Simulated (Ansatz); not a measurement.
# Elastic constants of WS₃: input and output

Computed with Ansatz, DFT LDA, scalar-relativistic, plane waves, PAW.

Launched with:
```bash
ansatz run input.yaml --threads 2 --pin off --max-ram 7168MiB --backend cpu --events-out ev --progress --plain --runs-dir out
```

Input (bare energies are in eV):
```yaml
crystal:
  lattice:
    - [4.6115733525, 0.0, 0.0]
    - [0.0, 4.6115733525, 0.0]
    - [0.0, 0.0, 4.6115733525]
  atoms:
    - { symbol: W, position: [0.0, 0.0, 0.0] }
    - { symbol: S, position: [0.0, 0.0, 0.5] }
    - { symbol: S, position: [0.0, 0.5, 0.0] }
    - { symbol: S, position: [0.5, 0.0, 0.0] }
basis:
  ecutwfc: 420
kpoints:
  mp_grid: { grid: [10, 10, 10] }
hamiltonian:
  xc: lda
scf:
  occupations: { method: fermi_dirac, width: 0.15 }
output:
  forces: true
  stress: true
  eigenvalues: true
elastic:
  mode: relaxed_ion
  amplitude: 0.005
  stencil: two_point
```

From the output:
```
--- Elastic constants: 2 strain directions × 2 members + reference (group order 48) ---
  dense FFT box of the reference and of every strained cell: 32×32×32
  strains applied: 11, 23; error gains: componentwise 1.00 (the most a stress slope's error grows in a printed constant), spectral 1.73 (1 for all six strains in a standard setting)
  C = ∂σ_k/∂η_j (tension-positive GPa; Voigt order 11 22 33 23 13 12):
       247.727     37.168     37.168     -0.000     -0.000     -0.000
        37.168    247.727     37.168     -0.000     -0.000     -0.000
        37.168     37.168    247.727     -0.000     -0.000     -0.000
         0.000      0.000     -0.000     21.514      0.000     -0.000
        -0.000     -0.000      0.000      0.000     21.514      0.000
        -0.000     -0.000     -0.000      0.000      0.000     21.514
  reference stress σ⁰ (GPa):      0.000      0.000      0.000     -0.000      0.000      0.000
  C* (energy form; C + prestress term) asymmetry max|C*_kj − C*_jk| = 7.105e-15 GPa — a small one proves nothing (zero by symmetry where the batch's group is 432, −43m or m−3m); a large one is finite-difference/SCF noise where every solve ...
  moduli (Voigt/Reuss/Hill, GPa): K = 107.35/107.35/107.35   G = 55.02/31.56/43.29   E = 114.48   ν = 0.322
  mechanically stable: yes (min eigenvalue of sym C = 21.51 GPa)
  strain η (Voigt 11):  stress-route row diagonal C_11 = 247.73 GPa, energy-path curvature d²(F+E_count+ΔE)/dδ²/Ω₀ = 247.67 GPa
         δ    σ_11 (GPa) F (eV) n_scf n_hpsi n_pw
    -5.000e-3      -1.2736      -12738.6041288       8   52920   1930   relax 0 steps, max|allowed force component| 1.38e-30 eV/Å
     5.000e-3       1.2037      -12738.6042000       6   45070   1948   relax 0 steps, max|allowed force component| 3.16e-30 eV/Å
  strain η (Voigt 23):  stress-route row diagonal C_44 = 21.51 GPa, energy-path curvature d²(F+E_count+ΔE)/dδ²/Ω₀ = 21.52 GPa
         δ    σ_23 (GPa) F (eV) n_scf n_hpsi n_pw
    -5.000e-3      -0.1076      -12738.6058933       7   71655   1935   relax 0 steps, max|allowed force component| 9.59e-30 eV/Å
     5.000e-3       0.1076      -12738.6058933       6   65296   1935   relax 0 steps, max|allowed force component| 9.26e-30 eV/Å
```

Time: 44 s on 2 threads of Intel(R) Xeon(R) Platinum 8259CL CPU @ 2.50GHz (Skylake/Cascade Lake), with other jobs on the host, peak memory 0.67 GiB.

The cell was built by swapping an element in a database structure (itself possibly hypothetical) and relaxing; it need not be the stable form of this composition. In a metal, frequencies and elastic constants depend on the k mesh and the smearing, soft modes and shear constants most. Spin–orbit coupling is left out, which matters for heavy elements. A semilocal functional can close a gap that the real compound has.